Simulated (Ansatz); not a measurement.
Data:

ReB$_{2}$:
```
ReB2
1.0
    2.94523     0.00000     0.00000
   -1.47262     2.55065     0.00000
    0.00000     0.00000     3.49592
Re B
1 2
Direct
  0.00000   0.00000   0.00000
  0.33333   0.66667   0.50000
  0.66667   0.33333   0.50000
```

This is the PBE-relaxed structure.

Problem. All from PBE (plane waves, PAW; program Ansatz), unless another level is named. Predict the electronic character.

Solution. metallic (no gap).

Problem. Next, the formation energy from the elements (no fitted shifts)?

Solution. 208 meV/atom.

Problem. Give the density of states at the Fermi level.

Solution. 0.35 states/eV per atom (mean over ±0.08 eV).

Problem. Predict the gap with spin–orbit coupling.

Solution. none (metallic).

Space group P6/mmm. A made-up cell: these elements were put on the sites of a structure type; neither database checked (COD, Materials Project) lists it. COD files the formula under space group No. 194, so this cell is another polymorph or a model. Its standing as an ambient phase is unchecked. The cell was relaxed with PBE under the symmetry of its start; whether a distortion lowers the energy is not shown. The run is not spin-polarised. The references are the lowest solids computed at this level, not always the standard phases. Spin–orbit coupling is left out wherever it is not named.

Potentials: the earlier of the program's two PAW sets.
